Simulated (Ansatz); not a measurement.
Relaxed GaIr (CsCl type):

```
GaIr
1.0
    5.99681     0.00000     0.00000
    2.99840     2.99840     0.00000
    0.00000     0.00000     2.99840
Ga Ir
2 2
Direct
  0.00000   0.00000   0.00000
  0.50000   0.00000   0.00000
  0.00000   0.50000   0.50000
  0.50000   0.50000   0.50000
```

A phonon eigenvector at M = (0.5, 0.5, 0.0) is frozen into this cell: atom i moves by Q times the vector below, so Q is the largest atomic displacement, in Å. The cell is held. It is one choice among 2 degenerate patterns. (q is in reciprocal vectors of the primitive cell; the cell shown is doubled to hold the pattern.)

| atom | x | y | z |
|---|---|---|---|
| Ga1 | 1.000 | 0.000 | 0.000 |
| Ga2 | -1.000 | 0.000 | 0.000 |
| Ir3 | 0.000 | 0.859 | 0.000 |
| Ir4 | 0.000 | -0.859 | 0.000 |

The numbers are results of LDA (plane waves to 420 eV, PAW, scalar-relativistic; Ansatz, a program for electronic structure), not measurements. k mesh 15×15×15 (Γ-centred), Fermi-Dirac smearing 0.05 eV. The energy includes the smearing's −TS. Stress and pressure are positive under compression. With partly filled bands, energies and forces of such displacements shift with the k mesh and the smearing. GaIr is run without spin polarisation. GaIr was relaxed with its symmetry unable to fall. Spin-orbit coupling is left out, though Ir is heavy. ΔE is measured from the undisplaced structure.

| Q (Å) | ΔE (eV/cell) | P (GPa) | −dE/dQ from forces (eV/Å) |
|---|---|---|---|
| -0.100 | 0.089 | 0.5 | 1.775 |
| -0.083 | 0.062 | 0.3 | 1.476 |
| -0.067 | 0.040 | 0.2 | 1.188 |
| -0.050 | 0.023 | 0.1 | 0.901 |
| -0.033 | 0.010 | 0.0 | 0.607 |
| -0.017 | 0.003 | 0.0 | 0.306 |
| 0.000 | 0.000 | 0.0 | 0.000 |
| 0.017 | 0.003 | 0.0 | -0.306 |
| 0.033 | 0.010 | 0.0 | -0.607 |
| 0.050 | 0.023 | 0.1 | -0.901 |
| 0.067 | 0.040 | 0.2 | -1.188 |
| 0.083 | 0.062 | 0.3 | -1.476 |
| 0.100 | 0.089 | 0.5 | -1.775 |

Derived quantities:

| Item | Value |
|---|---|
| Energy at Q = 0.100 Å | 89 meV/cell |
| Space group of the distorted cell | Cmmm (No. 65), lowered from Pm-3m |
| Symmetry of the curve | even: the same for both signs |
| Shape of the curve | a single well with its minimum at or next to zero displacement |
| Harmonic wavenumber from the curvature (finite differences) | 109 cm⁻¹ |
| Wavenumber by perturbation theory (DFPT, on another k mesh) | 108 cm⁻¹ |

The 13 points together took about 8 core-minutes (a rough figure).

(For displaced atoms, the force is minus the slope of the energy, and its curvature is a force constant, which sets phonon frequencies.)
